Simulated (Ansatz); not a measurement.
SrCoO3:
```yaml
crystal:
  lattice:
    - [3.76954, 0.00000, 0.00000]
    - [0.00000, 3.76954, 0.00000]
    - [0.00000, 0.00000, 3.76954]
  atoms:
    - { symbol: Sr, position: [0.00000, 0.00000, 0.00000] }
    - { symbol: Co, position: [0.50000, 0.50000, 0.50000], spin: 1.7 }
    - { symbol: O, position: [0.50000, 0.50000, 0.00000], spin: 0.2 }
    - { symbol: O, position: [0.00000, 0.50000, 0.50000], spin: 0.2 }
    - { symbol: O, position: [0.50000, 0.00000, 0.50000], spin: 0.2 }
```

Relaxed with PBEsol. Special points in fractions of this cell's reciprocal vectors: Γ (0.000, 0.000, 0.000); X (0.000, 0.500, 0.000); M (0.500, 0.500, 0.000); R (0.500, 0.500, 0.500).

Problem. List the band energies nearest the Fermi level at these points for the program Ansatz at the PBEsol level (PAW).

Solution. In eV from the Fermi level; about four levels below and three above (degenerate sets whole), none deeper than 8.9 eV; points with the same levels are listed once.

```csv
k,below,above
Γ ↑,-2.00 -2.00 -2.00 -1.17 -1.17 -1.17,5.15 5.15 6.57
X ↑,-1.75 -1.75 -0.82 -0.82,0.47 7.25 7.58
M ↑,-1.12 -1.12 -1.04 -0.82,2.71 8.13 8.29
R ↑,-0.95 -0.95 -0.95 -0.73 -0.73 -0.73,2.72 2.72 6.98 6.98 6.98
Γ ↓,-0.87 -0.87 -0.87 -0.39 -0.39,5.23 5.23 6.73
X ↓,-1.58 -1.47 -1.47 -0.38,0.41 0.41 1.82
M ↓,-3.70 -2.00 -2.00 -0.43,0.21 0.23 0.23
R ↓,-4.57 -4.57 -4.57 -0.33 -0.33 -0.33,0.54 0.54 0.54
```

Space group Pm-3m (cubic perovskite). The workflow started from an entry of the Crystallography Open Database (COD). Whether it is the stable phase at ambient conditions was not checked. The cell was relaxed with PBEsol under the symmetry of its start; its stability against distortions is not shown here. Magnetic state: ferromagnetic, chosen from 4 collinear starts compared on coarse meshes (ties went to the first, and starts can fall back to one state), not a proven ground state. No Hubbard U is applied. The compound may be a true metal, but semilocal functionals without U, or a wrong spin order, can also close a gap. Spin–orbit coupling is left out wherever it is not named.

Potentials: the later of the program's two PAW sets.
